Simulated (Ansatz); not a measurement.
# PtW: computed property card

PtW:
```cif
data_Pt4W4
_chemical_formula_sum 'W4 Pt4'
_space_group_name_H-M_alt 'Cmcm'
_space_group_IT_number 63
_space_group_name_Hall '-C 2c 2'
_cell_length_a 2.68667
_cell_length_b 10.48840
_cell_length_c 4.32139
_cell_angle_alpha 90.000
_cell_angle_beta 90.000
_cell_angle_gamma 90.000
loop_
_atom_site_label
_atom_site_type_symbol
_atom_site_symmetry_multiplicity
_atom_site_Wyckoff_symbol
_atom_site_fract_x
_atom_site_fract_y
_atom_site_fract_z
_atom_site_occupancy
W1 W 4 c 0.00000 0.33022 0.25000 1
Pt1 Pt 4 c 0.00000 0.07213 0.25000 1
```
(The calculation used a cell of 4 atoms; values per cell refer to that cell.)

Space group Cmcm (No. 63); conventional cell a = 2.6867 Å, b = 10.4884 Å, c = 4.3214 Å, α = β = γ = 90.00°.

Method: the program Ansatz at the PBEsol level (PAW). The cell and atoms are relaxed at this level. Other levels are named where they apply.

**Cell and energy**

```
Item                                                          Result
-----------------------------------------------------  -------------
Volume per atom                                             15.22 Å³
Density                                                  20.67 g/cm³
Formation energy from the elements (no fitted shifts)  -0.20 eV/atom
```

**Electronic structure**

```
Item                                                                         Value
------------------------------------  --------------------------------------------
Electronic character                                             metallic (no gap)
Density of states at the Fermi level  0.53 states/eV per atom (mean over ±0.08 eV)
```

**Mechanics**

```
Quantity                             Result
----------------------------------  -------
Bulk modulus (Birch–Murnaghan fit)  322 GPa
Pressure derivative B′                  4.8
```

The start of the workflow was typed in or built on a structure type; neither database checked (COD, Materials Project) lists it. Its standing as an ambient phase is unchecked. Symmetry was held in the PBEsol relaxation; whether a distortion lowers the energy is not shown. No spin polarisation was allowed. Axis ratios of metals converge slowly with the k-mesh, so a and c are less sure than the volume. The references are the lowest solids computed at this level, not always the standard phases. Scalar-relativistic: spin–orbit coupling is off unless named, which matters more the heavier the elements.

Potentials: the later of the program's two PAW sets.
